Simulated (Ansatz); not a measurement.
Ir:
```xyz
1
Lattice="0.0000 1.9224 1.9224 1.9224 0.0000 1.9224 1.9224 1.9224 0.0000" Properties=species:S:1:pos:R:3 pbc="T T T"
Ir     0.0000     0.0000     0.0000
```

Relaxed with r²SCAN. Special points in fractions of this cell's reciprocal vectors: Γ (0.000, 0.000, 0.000); X (0.500, 0.000, 0.500); U (0.625, 0.250, 0.625); K (0.375, 0.375, 0.750); L (0.500, 0.500, 0.500); W (0.500, 0.250, 0.750).

**Question.** List the band energies nearest the Fermi level at these points for DFT-r²SCAN with spin–orbit coupling in the program Ansatz with PAW potentials.

**Answer.** In eV from the Fermi level; about four levels below and three above (degenerate sets whole), none deeper than 8.9 eV; … stands for higher levels left out; points with the same levels are listed once.

```csv
k,below,above
Γ,-1.20 -1.20 -1.20 -1.20,…
X,-8.25 -8.25 -7.68 -7.68,0.64 0.64 1.18 1.18
U,-3.16 -3.16 -1.02 -1.02,0.71 0.71 6.49 6.49
L,-3.79 -3.79 -0.90 -0.90,0.62 0.62 1.21 1.21
W,-5.15 -5.15 -1.88 -1.88,1.56 1.56 8.51 8.51
```

Space group Fm-3m (fcc (Cu type)). The cell was relaxed with r²SCAN under the symmetry of its start. No spin polarisation was allowed.

Potentials: the earlier of the program's two PAW sets.
